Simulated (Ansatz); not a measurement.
A trial cell of AlGa2N3, before relaxation:

```cif
data_structure
_symmetry_space_group_name_H-M 'P 1'
_symmetry_Int_Tables_number 1
_cell_length_a 7.6086
_cell_length_b 7.6086
_cell_length_c 7.6086
_cell_angle_alpha 154.158
_cell_angle_beta 154.158
_cell_angle_gamma 36.870
_cell_volume 83.57
loop_
_atom_site_label
_atom_site_type_symbol
_atom_site_fract_x
_atom_site_fract_y
_atom_site_fract_z
_atom_site_occupancy
Al1 Al 0.00000 0.00000 0.00000 1
Ga1 Ga 0.66667 0.66667 0.00000 1
Ga2 Ga 0.33333 0.33333 0.00000 1
N1 N 0.16667 0.16667 0.00000 1
N2 N 0.83333 0.83333 0.00000 1
N3 N 0.50000 0.50000 0.00000 1
```

The calculation used DFT PBE, scalar-relativistic, plane waves, PAW (Ansatz 0.2.0). Cutoff 420 eV, Gaussian smearing, Γ-centred meshes. Cell and atoms relax first on a coarse mesh and then on a converged one. In between, the cell is made exact in the group found at 0.06 Å. The steps can't lower the symmetry of their start. No spin polarisation in the relaxation; trial moments died out in a coarse test.

A guess keeps its type if space group and coordination stay and the shape of the cell changes little (axis ratios within about 15 %, angles within 6°); the volume may change.

Question: Does this structure survive the relaxation?

Answer: It keeps its type. The symmetry stays I4/mmm (No. 139). The volume per atom shrinks by 33.2 %, from 13.9 to 9.3 Å³. The shortest distance goes from 2.41 Å (Al–N and Ga–N) to 2.07 Å (Al–N). The ratio c/a of the conventional cell changes by a factor of 1.00. Counting neighbours within 15 % of an atom's shortest distance, the start has Al 6, Ga 6, N 6 and the end Al 6, Ga 6, N 6.

The last run used a 12×12×12 mesh for its 6-atom cell and Gaussian smearing of 0.02 eV. A structure relaxed within its symmetry needn't be a true minimum. Another cell of AlGa2N3 relaxed alike, in P3m1, lies 0.39 eV/atom lower, so this cell isn't the stable form at this level.
